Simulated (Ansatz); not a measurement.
Polymorphs of ZnAg, each relaxed with r²SCAN (plane waves, PAW; program Ansatz):

A: P-6m2
a = 2.8695 Å, b = 2.8695 Å, c = 4.4152 Å, α = 90.00°, β = 90.00°, γ = 120.00°

```csv
atom,site,symmetry,x,y,z
Zn,1a,-6m2,0.0000,0.0000,0.0000
Ag,1d,-6m2,0.3333,0.6667,0.5000
```

B: CsCl type (Pm-3m)
a = 3.1409 Å, b = 3.1409 Å, c = 3.1409 Å, α = 90.00°, β = 90.00°, γ = 90.00°

| atom | site | symmetry | x | y | z |
|---|---|---|---|---|---|
| Ag | 1a | m-3m | 0.0000 | 0.0000 | 0.0000 |
| Zn | 1b | m-3m | 0.5000 | 0.5000 | 0.5000 |

**Question.** Order them by energy per atom at 0 K (lowest first) at the level r²SCAN.

**Answer.** B (+0 meV/atom), A (+10 meV/atom)

Standing as an ambient phase not checked: A; B. Perhaps ordered models of mixed-site phases: A. All cells were relaxed under the symmetry of their starts (and spin orders); stability against distortions was not tested throughout. Rows with no word on spin ran without spin polarisation. Scalar-relativistic: spin–orbit coupling is off unless named, which matters more the heavier the elements.

Energies hold the estimated change up to a 700 eV cutoff; steps of a few meV lie near the error of the meshes.

Potentials: the later of the program's two PAW sets.
